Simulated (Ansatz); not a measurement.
## KTaF6 — K-39 NMR of the central transition

Cell: a computed structure from the Materials Project (it need not be an observed phase), atoms as given.

Space group P-4c2 (No. 116); a = 5.2320, c = 9.6523 Å.

| site | Wyckoff | site symmetry | x | y | z |
| --- | --- | --- | --- | --- | --- |
| K | 2c | -4.. | 0.0000 | 0.0000 | 0.0000 |
| Ta | 2b | 2.22 | 0.5000 | 0.5000 | 0.2500 |
| F5 | 4e | ..2 | 0.2405 | 0.2405 | 0.2500 |
| F9 | 8j | 1 | 0.3154 | 0.6823 | 0.1109 |

One atom of each set is listed.

Method: Kohn–Sham DFT in Ansatz, PBE, plane waves and PAW, scalar-relativistic, 420 eV cutoff, Γ-centred 4×4×2 k-points, Fermi–Dirac smearing 0.02 eV.

K-39 has I = 3/2 and Q = 60.30 mb (Pyykkö 2018); at 28.2 T its Larmor frequency is ν₀ = 56.1 MHz. Only the quadrupole interaction is simulated: positions count from each site's isotropic chemical shift, and J coupling is left out, as are shift anisotropy and dipolar coupling, which fast spinning averages.

(1) What does the K-39 spectrum (fast magic-angle spinning) show for each site?

## Answers

(1) 

```
site         first shell  C_Q (MHz)     η  P_Q (MHz)  δ_QIS (ppm)  breadth (kHz)
   K  8 F at 2.58–3.00 Å      0.941  0.00      0.941        -7.03          0.845
```

δ_QIS = −(ν_Q²/30ν₀²)[I(I+1) − 3/4](1 + η²/3) × 10⁶ ppm with ν_Q = 3|C_Q|/[2I(2I−1)]; it falls as 1/B₀² in ppm, and the breadth as 1/B₀ in kHz.

An axis of threefold or higher order runs through K, so V_zz lies along it and η is zero.
